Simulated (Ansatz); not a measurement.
Data:

CaSe:
```yaml
crystal:
  lattice:
    - [0.00000, 2.93407, 2.93407]
    - [2.93407, 0.00000, 2.93407]
    - [2.93407, 2.93407, 0.00000]
  atoms:
    - { symbol: Ca, position: [0.00000, 0.00000, 0.00000] }
    - { symbol: Se, position: [0.50000, 0.50000, 0.50000] }
```

This is the PBEsol-relaxed structure.

### Question
All from the program Ansatz at the PBEsol level (PAW), unless another level is named. Estimate the hole effective mass, band 1 of 3 at the edge.

### Answer
0.91 along [100], 0.91 along [110], 0.70 along [111] (mₑ).

### Question
What about the smallest direct gap on the standard path?

### Answer
2.85 eV.

### Question
Next, the formation energy from the elements (no fitted shifts)?

### Answer
-2.05 eV/atom.

### Question
Give the HSE06 gap on the PBEsol cell.

### Answer
2.91 eV.

### Question
Predict the hole effective mass, band 3 of 3 at the edge.

### Answer
0.17 along [100], 0.19 along [110], 0.19 along [111] (mₑ).

### Question
Predict the hole effective mass with spin–orbit coupling, band 1 of 2 at the edge.

### Answer
0.87 along [100], 0.71 along [110], 0.66 along [111] (mₑ).

Space group Fm-3m (rock salt). The PBEsol relaxation kept the symmetry of its start. The references are the lowest solids computed at this level, not always the standard phases. Scalar-relativistic: spin–orbit coupling is off unless named, which matters more the heavier the elements.

Potentials: the later of the program's two PAW sets.
